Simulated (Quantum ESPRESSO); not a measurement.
# Pt4PdAu2Ag: one run as intended and one with a planted mistake

A calculation, not a measurement. The program is pw.x of Quantum ESPRESSO 7.5 (plane-wave density functional theory). The cell is made up: eight metal atoms on a hexagonal close-packed lattice, with elements, volume, strain and displacements drawn at random and not relaxed, so it may be unstable or far from any real phase. PseudoDojo standard norm-conserving files set the functional (PBE unless stated); there is no spin polarisation or spin-orbit coupling, the Fermi-Dirac width of 0.25 eV means electrons at about 2900 K, and the masses in the input are unused placeholders. Heavy elements are run without spin-orbit coupling, which real alloys of them have. A spin test at this wide smearing found no moment, but such smearing suppresses magnetism that the real alloy may have.

Intended input:

```
&control calculation='scf', pseudo_dir='./dojo.nc.sr.pbe.v0_5.standard.upf', outdir='./o', disk_io='minimal', tprnfor=.true., tstress=.true. /
&system ibrav=0, nat=8, ntyp=4, nbnd=88, ecutwfc=84.00895049, nosym=.true., tot_charge=0,
 occupations='smearing', smearing='fd', degauss=0.0183746611
/
&electrons conv_thr=1.470e-08, electron_maxstep=70, mixing_beta=0.5 /
ATOMIC_SPECIES
Ag 1.0 Ag.upf
Au 1.0 Au.upf
Pd 1.0 Pd.upf
Pt 1.0 Pt.upf
CELL_PARAMETERS angstrom
0.0 0.0 -4.6251
0.0 4.8742 0.0
5.6282 0.0 0.0
ATOMIC_POSITIONS angstrom
Pt -0.0884 -0.0086 0.0425
Pt 2.7584 -0.0015 0.0387
Pt 1.334 2.5509 0.0648
Pd 4.138 2.4015 -0.0339
Au -0.0364 1.5865 -2.332
Pt 2.6016 1.5802 -2.3916
Ag 1.4202 4.1099 -2.0944
Au 4.2655 4.0811 -2.3391
K_POINTS automatic
5 5 4 1 1 1
```

The log is shortened where brackets say so; the opening notice, blank lines, dates and the lines on written files are dropped, and the path of the files is cut. It prints rydbergs, bohrs and kilobars, and counts compression as positive stress. Its total energy is the free energy E - TS of the whole cell.

Log of the intended run:

```
     Program PWSCF v.7.5
     Parallel version (MPI & OpenMP), running on       4 processor cores
     Number of MPI processes:                 4
     Threads/MPI process:                     1
     [start-up lines left out]
     bravais-lattice index     =            0
     lattice parameter (alat)  =       8.7402  a.u.
     unit-cell volume          =     856.2303 (a.u.)^3
     number of atoms/cell      =            8
     number of atomic types    =            4
     number of electrons       =       147.00
     number of Kohn-Sham states=           88
     kinetic-energy cutoff     =      84.0090  Ry
     charge density cutoff     =     336.0358  Ry
     scf convergence threshold =      1.5E-08
     mixing beta               =       0.5000
     number of iterations used =            8  plain     mixing
     Exchange-correlation= PBE
                           (   1   4   3   4   0   0   0)
     [axes and pseudopotential details left out]
   Cartesian axes
     site n.     atom                  positions (alat units)
         1        Pt     tau(   1) = (  -0.0191131  -0.0018594   0.0091890  )
         2        Pt     tau(   2) = (   0.5963979  -0.0003243   0.0083674  )
         3        Pt     tau(   3) = (   0.2884262   0.5515340   0.0140105  )
         4        Pd     tau(   4) = (   0.8946834   0.5192320  -0.0073296  )
         5        Au     tau(   5) = (  -0.0078701   0.3430196  -0.5042053  )
         6        Pt     tau(   6) = (   0.5624959   0.3416575  -0.5170915  )
         7        Ag     tau(   7) = (   0.3070636   0.8886078  -0.4528335  )
         8        Au     tau(   8) = (   0.9222503   0.8823809  -0.5057404  )
     number of k points=    50  Fermi-Dirac smearing, width (Ry)=  0.0184
                       cart. coord. in units 2pi/alat
        k(    1) = (   0.1027216   0.0948894  -0.1000000), wk =   0.0400000
        k(    2) = (   0.3081647   0.0948894  -0.1000000), wk =   0.0400000
     [further k points left out]
     Dense  grid:    89041 G-vectors     FFT dimensions: (  54,  54,  64)
     Estimated max dynamical RAM per process >     379.26 MB
     Estimated total dynamical RAM >       1.42 GB
     Initial potential from superposition of free atoms
     starting charge     146.9985, renormalised to     147.0000
     Starting wfcs are   79 randomized atomic wfcs +    9 random wfcs
     total cpu time spent up to now is        4.8 secs
     per-process dynamical memory:   291.0 Mb
     Self-consistent Calculation
     iteration #  1     ecut=    84.01 Ry     beta= 0.50
     Davidson diagonalization with overlap
     ethr =  1.00E-02,  avg # of iterations =  3.0
     total cpu time spent up to now is       18.7 secs
     total energy              =   -2216.18622669 Ry
     estimated scf accuracy    <       3.97104827 Ry
     iteration #  2     ecut=    84.01 Ry     beta= 0.50
     Davidson diagonalization with overlap
     ethr =  2.70E-03,  avg # of iterations =  3.0
     total cpu time spent up to now is       33.1 secs
     total energy              =   -2217.73558789 Ry
     estimated scf accuracy    <      11.80108450 Ry
     [iterations 3 to 13 left out]
     iteration # 14     ecut=    84.01 Ry     beta= 0.50
     Davidson diagonalization with overlap
     ethr =  1.19E-10,  avg # of iterations =  2.0
     total cpu time spent up to now is      172.2 secs
     total energy              =   -2218.53890650 Ry
     estimated scf accuracy    <       0.00000006 Ry
     iteration # 15     ecut=    84.01 Ry     beta= 0.50
     Davidson diagonalization with overlap
     ethr =  4.33E-11,  avg # of iterations =  2.0
     total cpu time spent up to now is      183.7 secs
     End of self-consistent calculation
     [lines on levels left out]
!    total energy              =   -2218.53890650 Ry
     estimated scf accuracy    <       0.00000001 Ry
     smearing contrib. (-TS)   =      -0.10471736 Ry
     internal energy E=F+TS    =   -2218.43418915 Ry
     The total energy is F=E-TS. E is the sum of the following terms:
     one-electron contribution =    -579.28157904 Ry
     hartree contribution      =     384.17270513 Ry
     xc contribution           =    -383.30728235 Ry
     ewald contribution        =   -1640.01803288 Ry
     convergence has been achieved in  15 iterations
     Forces acting on atoms (cartesian axes, Ry/au):
     atom    1 type  4   force =     0.00648594    0.01226154   -0.00445920
     atom    2 type  4   force =     0.01124809    0.02439913    0.00992225
     atom    3 type  4   force =     0.00457353   -0.03912241   -0.00266015
     atom    4 type  3   force =    -0.00862434    0.00531314   -0.00279726
     atom    5 type  2   force =    -0.03400031    0.02904599    0.01718911
     atom    6 type  4   force =     0.06264284    0.02727139    0.02817505
     atom    7 type  1   force =    -0.00708263   -0.03330169   -0.06382294
     atom    8 type  2   force =    -0.03524311   -0.02586708    0.01845315
     Total force =     0.133950     Total SCF correction =     0.000618
     Computing stress (Cartesian axis) and pressure
          total   stress  (Ry/bohr**3)                   (kbar)     P=       97.19
   0.00052867   0.00008158  -0.00000645           77.77       12.00       -0.95
   0.00008158   0.00060226  -0.00004437           12.00       88.60       -6.53
  -0.00000645  -0.00004437   0.00085107           -0.95       -6.53      125.20
     init_run     :      4.53s CPU      4.74s WALL (       1 calls)
     electrons    :    174.42s CPU    178.95s WALL (       1 calls)
     forces       :      2.34s CPU      2.36s WALL (       1 calls)
     stress       :      7.91s CPU      8.07s WALL (       1 calls)
     [timing details left out]
     PWSCF        :   3m 9.30s CPU   3m14.23s WALL
     JOB DONE.
```

A second run has one planted mistake: one atom is of a wrong element. The input lines that differ:

```
- Ag 1.0 Ag.upf
+ Zn 1.0 Zn.upf
- Ag 1.4202 4.1099 -2.0944
+ Zn 1.4202 4.1099 -2.0944
```

Its log:

```
     Program PWSCF v.7.5
     Parallel version (MPI & OpenMP), running on       4 processor cores
     Number of MPI processes:                 4
     Threads/MPI process:                     1
     [start-up lines left out]
     bravais-lattice index     =            0
     lattice parameter (alat)  =       8.7402  a.u.
     unit-cell volume          =     856.2303 (a.u.)^3
     number of atoms/cell      =            8
     number of atomic types    =            4
     number of electrons       =       148.00
     number of Kohn-Sham states=           88
     kinetic-energy cutoff     =      84.0090  Ry
     charge density cutoff     =     336.0358  Ry
     scf convergence threshold =      1.5E-08
     mixing beta               =       0.5000
     number of iterations used =            8  plain     mixing
     Exchange-correlation= PBE
                           (   1   4   3   4   0   0   0)
     [axes and pseudopotential details left out]
   Cartesian axes
     site n.     atom                  positions (alat units)
         1        Pt     tau(   1) = (  -0.0191131  -0.0018594   0.0091890  )
         2        Pt     tau(   2) = (   0.5963979  -0.0003243   0.0083674  )
         3        Pt     tau(   3) = (   0.2884262   0.5515340   0.0140105  )
         4        Pd     tau(   4) = (   0.8946834   0.5192320  -0.0073296  )
         5        Au     tau(   5) = (  -0.0078701   0.3430196  -0.5042053  )
         6        Pt     tau(   6) = (   0.5624959   0.3416575  -0.5170915  )
         7        Zn     tau(   7) = (   0.3070636   0.8886078  -0.4528335  )
         8        Au     tau(   8) = (   0.9222503   0.8823809  -0.5057404  )
     number of k points=    50  Fermi-Dirac smearing, width (Ry)=  0.0184
                       cart. coord. in units 2pi/alat
        k(    1) = (   0.1027216   0.0948894  -0.1000000), wk =   0.0400000
        k(    2) = (   0.3081647   0.0948894  -0.1000000), wk =   0.0400000
     [further k points left out]
     Dense  grid:    89041 G-vectors     FFT dimensions: (  54,  54,  64)
     Estimated max dynamical RAM per process >     379.26 MB
     Estimated total dynamical RAM >       1.42 GB
     Initial potential from superposition of free atoms
     starting charge     147.9989, renormalised to     148.0000
     Starting wfcs are   79 randomized atomic wfcs +    9 random wfcs
     total cpu time spent up to now is        4.9 secs
     per-process dynamical memory:   297.7 Mb
     Self-consistent Calculation
     iteration #  1     ecut=    84.01 Ry     beta= 0.50
     Davidson diagonalization with overlap
     ethr =  1.00E-02,  avg # of iterations =  3.0
     total cpu time spent up to now is       19.9 secs
     total energy              =   -2324.60629106 Ry
     estimated scf accuracy    <       3.55464265 Ry
     iteration #  2     ecut=    84.01 Ry     beta= 0.50
     Davidson diagonalization with overlap
     ethr =  2.40E-03,  avg # of iterations =  3.0
     total cpu time spent up to now is       35.0 secs
     total energy              =   -2325.96316652 Ry
     estimated scf accuracy    <      10.33630566 Ry
     [iterations 3 to 14 left out]
     iteration # 15     ecut=    84.01 Ry     beta= 0.50
     Davidson diagonalization with overlap
     ethr =  3.82E-11,  avg # of iterations =  2.0
     total cpu time spent up to now is      196.3 secs
     total energy              =   -2326.68441186 Ry
     estimated scf accuracy    <       0.00000004 Ry
     iteration # 16     ecut=    84.01 Ry     beta= 0.50
     Davidson diagonalization with overlap
     ethr =  2.76E-11,  avg # of iterations =  1.0
     total cpu time spent up to now is      206.8 secs
     End of self-consistent calculation
     [lines on levels left out]
!    total energy              =   -2326.68441186 Ry
     estimated scf accuracy    <          6.3E-09 Ry
     smearing contrib. (-TS)   =      -0.09294540 Ry
     internal energy E=F+TS    =   -2326.59146646 Ry
     The total energy is F=E-TS. E is the sum of the following terms:
     one-electron contribution =    -741.61490006 Ry
     hartree contribution      =     459.42365790 Ry
     xc contribution           =    -381.81290621 Ry
     ewald contribution        =   -1662.58731809 Ry
     convergence has been achieved in  16 iterations
     Forces acting on atoms (cartesian axes, Ry/au):
     atom    1 type  3   force =     0.01853611    0.00783607   -0.01935559
     atom    2 type  3   force =    -0.00301310    0.01476606   -0.01147709
     atom    3 type  3   force =     0.00423707   -0.02317102   -0.02067979
     atom    4 type  2   force =    -0.00910677    0.00619071   -0.00224826
     atom    5 type  1   force =    -0.02324810    0.02258519    0.01888147
     atom    6 type  3   force =     0.03959433    0.01127957    0.03634683
     atom    7 type  4   force =     0.00338755   -0.01334480   -0.02316908
     atom    8 type  1   force =    -0.03038707   -0.02614178    0.02170151
     Total force =     0.097337     Total SCF correction =     0.000308
     Computing stress (Cartesian axis) and pressure
          total   stress  (Ry/bohr**3)                   (kbar)     P=       37.63
   0.00023734   0.00005281  -0.00000507           34.91        7.77       -0.75
   0.00005281   0.00016925  -0.00003729            7.77       24.90       -5.49
  -0.00000507  -0.00003729   0.00036080           -0.75       -5.49       53.08
     init_run     :      4.53s CPU      4.78s WALL (       1 calls)
     electrons    :    195.27s CPU    201.85s WALL (       1 calls)
     forces       :      2.39s CPU      2.39s WALL (       1 calls)
     stress       :      8.38s CPU      8.43s WALL (       1 calls)
     [timing details left out]
     PWSCF        :   3m30.70s CPU   3m37.65s WALL
     JOB DONE.
```

```
                                            intended run  run with the mistake
                          free energy (eV)    -30184.760            -31656.154
         entropy term -TS, part of it (eV)        -1.425                -1.265
                            pressure (GPa)          9.72                  3.76
size of the largest force component (eV/Å)         1.641                 1.018
largest change of a force component (eV/Å)                               1.045
                                iterations            15                    16
```

For scale, a rerun of the intended cell at a higher cutoff and on a denser mesh moved values by no more than 0.014 eV in energy, 0.25 GPa in stress and 0.015 eV/Å in force, and a second program with other atomic files agreed on that cell to 2 % rms in force and 0.5 GPa in pressure. Files of another functional or element have another zero of energy, so the energy change says nothing on stability.